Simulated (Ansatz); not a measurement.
A geometry of TiO2 away from equilibrium: the start of the relaxation of a generated cell, TiO2 built in the alpha-quartz structure type. Level of theory: PBEsol (plane waves to 420 eV, PAW, scalar-relativistic; Ansatz, a first-principles code). Γ-centred k-mesh 5×5×4 on the run's cell (coarser than for final values), Fermi–Dirac smearing 0.05 eV.

```xyz
9
Lattice="5.2421 0.0000 0.0000 -2.6211 4.5398 0.0000 0.0000 0.0000 5.7670" Properties=species:S:1:pos:R:3 pbc="T T T"
Ti     2.4633     0.0000     4.8058
Ti    -1.2316     2.1333     0.9612
Ti     1.3894     2.4066     2.8835
O      1.4657     1.2112     4.1176
O      3.4603     0.6637     0.2730
O      2.9372     2.6649     2.1953
O     -1.1554     3.3286     5.4940
O      0.3161     1.8749     1.6493
O      0.8393     3.8761     3.5717
```

### Question
Predict the force on each atom, in eV/Å.

### Answer
```json
[
 {"atom": "Ti1", "Fx": "-0.01", "Fy": "0.00", "Fz": "0.00"},
 {"atom": "Ti2", "Fx": "0.00", "Fy": "-0.01", "Fz": "0.00"},
 {"atom": "Ti3", "Fx": "0.00", "Fy": "0.01", "Fz": "0.00"},
 {"atom": "O4", "Fx": "-1.63", "Fy": "0.20", "Fz": "0.95"},
 {"atom": "O5", "Fx": "0.64", "Fy": "-1.51", "Fz": "0.95"},
 {"atom": "O6", "Fx": "0.99", "Fy": "1.31", "Fz": "0.95"},
 {"atom": "O7", "Fx": "-1.63", "Fy": "-0.20", "Fz": "-0.95"},
 {"atom": "O8", "Fx": "0.99", "Fy": "-1.31", "Fz": "-0.95"},
 {"atom": "O9", "Fx": "0.64", "Fy": "1.51", "Fz": "-0.95"}
]
```

### Question
What is the pressure?

### Answer
+27.5 GPa, compression positive.

No spin polarisation in the result.

The run could not lose the symmetry of its start: the end is stationary, and may be a saddle point rather than a minimum.

The end of the path is a generated cell of TiO2: the first start was made by placing the elements on the sites of a structure type, and the end was not matched to a known phase here, so it may be hypothetical. Known forms of TiO2 include space group No. 61, 136, 141.
